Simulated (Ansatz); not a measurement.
Name crystals whose computed values (the program Ansatz at the r²SCAN level (PAW)) fall in these windows: electron conductivity mass (mₑ) 0.085 to 0.11; gap (eV) 0.048 to 0.062.



| crystal | electron conductivity mass (mₑ) | gap (eV) |
|---|---|---|
| Ge2Sb2Te5, Cm (Pearson symbol mS18) | 0.095 | 0.06 |
Others may fit too.

Not the usual ambient phase: Ge2Sb2Te5, Cm (Pearson symbol mS18). The cell was relaxed under the symmetry of its start. Spin–orbit coupling is left out wherever it is not named.

Potentials: the later of the program's two PAW sets.
